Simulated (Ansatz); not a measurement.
An Ansatz (a program for electronic structure) run. Input:

Ansatz 0.2 input:
```yaml
crystal:
  lattice:
    - [2.9391202923, 0.0, 0.0]
    - [0.0, 2.9391202923, 0.0]
    - [0.0, 0.0, 2.9391202923]
  atoms:
    - { symbol: Li, position: [0.0, 0.0, 0.0] }
    - { symbol: Pd, position: [0.5, 0.5, 0.5] }
kpoints:
  mp_grid: { grid: [14, 14, 14] }
basis: { xc_grid: 2, fft_grid_basis: typed }
hamiltonian:
  xc: pbesol
  pseudopotentials: { kind: paw }
scf:
  occupations: { method: gaussian, width: 0.1 }
checkpoint: { read: metal.run }
output: { write_density: true, elf: true, volumetric_format: npy }
```

Output (shortened):

```
Pseudopotential: Li, paw, valence charge 3
Pseudopotential: Pd, paw, valence charge 18
Functional definition: PBEsol
Crystal: 2 atoms, lattice volume = 25.389 Å³
Basis set: ecut = 420 eV, 485 PW (Γ), exchange–correlation on 40×40×40 points (8 copies of the dense FFT grid, shifted against one another)
Bands: 19, of which v1, the nominal top of the filled ones, is band 11 counted from 1 (10 counted from 0)
Symmetry: 48 space group operations
Space group: Pm-3m (ITA 221), of the structure as read, at distance tolerance 2.9e-5 Å
k-points: 120 of 2744
Stability of the state it starts from, as read at its close in the unpolarized treatment …
iter 1 solved again at ethr=7.24e-9 eV; its pass at ethr=3.10e-3 eV (dr2=1.52e-6 eV) is discarded
SCF iter   1: F=—  HF=-7110.365119 eV  |F-HF|=—  |Δ(HF+E_count)|=         —  Δρ=8.30e-8  dr2=9.48e-13  ethr=7.24e-9  ⟨swp⟩=3.0  Hψ=16760  notcnv=0
preconditioner: auto → none
SCF iter   2: F=-7110.365119 eV  HF=-7110.365119 eV  |F-HF|=0.00e0  |Δ(HF+E_count)|=   1.06e-8  Δρ=6.42e-8  dr2=4.67e-13  ethr=1.00e-12  ⟨swp⟩=5.0  Hψ=6784  notcnv=0
SCF 1 converged in 2 iterations: F = -7110.365119 eV  dr2 = 4.67e-13
SCF converged after 2 iterations
Free energy (F): -7110.365119 eV
Harris-Foulkes:  -7110.365119 eV  (|F-HF|=0.00e0)
Internal energy: -7110.361237 eV  (E = F + TS)
E sigma→0 (E₀):  -7110.363178 eV
Entropy (-TS):   -0.003882 eV (-1.941 meV/atom)
Fermi energy:    12.392176 eV
--- Per-component energies (eV) ---
  E_band       = -314.691416
  E_kinetic    = 539.599851
  E_local      = -2379.715493  (includes V_loc(G=0)·N_el)
  E_nonlocal   = 186.690726
  E_hartree    = 953.889970
  E_xc         = -178.897617
  E_vxc        = -225.717663  (∫ρ·V_xc dr)
  E_paw        = -3705.588709  (= ΣΔE_a)
  E_vpaw       = -343.329089  (= ΣTr[D̂ρ^β])
  E_aug_tail   = 0.000274  (compensation charges beyond the density's cutoff)
  E_ewald      = -2526.642763
  E_core_change = 0.302524  (= ΣΔE_core)
  E_smearing   = -0.003882  (= −TS)
  E_closure    =  0.000000  (closes the sum)
  Σ components = -7110.365119   (vs F -7110.365119, Δ=0.00e0)
  [band-id]    e_kinetic+e_local+e_nonlocal+2·e_hartree+e_vxc+e_vpaw+e_augmentation_tail = -314.691454   (vs E_band -314.691416, Δ=-3.74e-5)
--- Band table (eV; the first three rows and the last of 120) ---
  k-point 0: bands = ["-71.1402", "-36.8556", "-36.8556", "-36.8556", "-31.4466", "6.9488", "8.8868", "8.8868", "11.5990", "11.5990", "11.5990", "21.4866", "21.4866", "21.4866", "27.7329", "27.7329", "34.0877", "36.1584", "36.1584"]
  k-point 1: bands = ["-71.1398", "-36.8613", "-36.8552", "-36.8552", "-31.4456", "7.0288", "8.9038", "8.9394", "11.5359", "11.5359", "11.6040", "21.0152", "21.6484", "21.6484", "27.6264", "28.2221", "34.0200", "35.9616", "36.0681"]
  k-point 2: bands = ["-71.1388", "-36.8773", "-36.8539", "-36.8539", "-31.4429", "7.2458", "8.9520", "9.1132", "11.3658", "11.3658", "11.6178", "19.9172", "22.1147", "22.1147", "27.3304", "29.2868", "33.8716", "35.3897", "35.3897"]
  k-point 119: bands = ["-71.1178", "-36.9442", "-36.9442", "-36.9442", "-31.4099", "8.7209", "8.7209", "8.7209", "12.4479", "12.4479", "19.1321", "19.1321", "19.1321", "21.9934", "21.9934", "21.9934", "24.7868", "25.2792", "44.7921"]
```

Cost: about 3.0 core-seconds (a rough figure) on shared cores.

The workflow started from an entry of the Crystallography Open Database (COD), which files this formula under 2 space groups. Whether it is the stable phase at ambient conditions was not checked. Symmetry was held in the PBEsol relaxation; its stability against distortions is not shown here. No spin polarisation was allowed. Scalar-relativistic: spin–orbit coupling is off unless named, which matters more the heavier the elements.

Potentials: the later of the program's two PAW sets.

Ansatz is a plane-wave DFT program.
